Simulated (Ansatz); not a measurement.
Sn2Pt (cubic Laves (MgCu2 type), space group No. 227) at seven volumes, DFT-PBE in the program Ansatz with PAW potentials, scaled uniformly. One row is withheld.

| V (Å³/atom) | P (GPa) |
|---|---|
| 22.128 | 7.79 |
| 22.857 | ? |
| 23.587 | 2.14 |
| 24.316 | 0.00 |
| 25.046 | -1.78 |
| 25.775 | -3.27 |
| 26.505 | -4.51 |

Task: Fit the shown pressures and predict the withheld one.

Result: P = (3/2)B₀(x^(7/2) − x^(5/2))[1 + (3/4)(B′ − 4)(x − 1)] with x = (V₀/V)^(2/3). Least squares on the six rows gives V₀ = 24.317 Å³/atom, B₀ = 65.0 GPa, B′ = 5.05. At V = 22.857, x = 1.0421 and P = 4.71 GPa. The run itself gave 4.71 GPa.

Space group Fd-3m (cubic Laves (MgCu2 type)). The cell is a constructed one: a structure type filled with these elements; neither database checked (COD, Materials Project) lists it. COD files the formula under space group No. 225, so this cell is another polymorph or a model. Whether it is the stable phase at ambient conditions was not checked. Symmetry was held in the PBE relaxation; whether a distortion lowers the energy is not shown. No spin polarisation was allowed. Scalar-relativistic: spin–orbit coupling is off unless named, which matters more the heavier the elements.

Potentials: the earlier of the program's two PAW sets.
